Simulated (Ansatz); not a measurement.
Put Zn2InO in P4/mmm (No. 123): Zn on 2e; In on 1a; O on 1d.

These are results of DFT PBE, scalar-relativistic, plane waves, PAW (Ansatz), not measurements. Cutoff 420 eV, Γ-centred mesh, Gaussian smearing, no spin polarisation.

Formation energies are uncorrected and refer to the elements' standard structures at the same level (O₂ as a molecule).

Question: Which cell and coordinates does it relax to?

Answer:

Space group P4/mmm (No. 123). a = 4.072 Å, b = 4.072 Å, c = 4.496 Å, α = 90.00°, β = 90.00°, γ = 90.00°
| atom | site | symmetry | x | y | z |
| --- | --- | --- | --- | --- | --- |
| Zn | 2e | mmm. | 0.0000 | 0.5000 | 0.5000 |
| In | 1a | 4/mmm | 0.0000 | 0.0000 | 0.0000 |
| O | 1d | 4/mmm | 0.5000 | 0.5000 | 0.5000 |

Zn is surrounded by 2 O at 2.04 Å, 4 Zn at 2.88 Å and 4 In at 3.03 Å; In is surrounded by 8 Zn at 3.03 Å; O has 4 Zn at 2.04 Å. Another local minimum with the same sites may exist.

Question: And its energy and gap?

Answer: The formation energy is −0.22 eV/atom and the gap on the 12×12×10 mesh of the 4-atom cell is 0 eV (a metal).

The last run used Gaussian smearing of 0.10 eV. An odd number of electrons in the primitive cell allows no gap without spin; a larger cell or a magnetic state could open one. A structure relaxed within its symmetry needn't be a true minimum. Another cell of Zn2InO relaxed alike, in P-4m2, lies 0.36 eV/atom lower, so this cell isn't the stable form at this level.
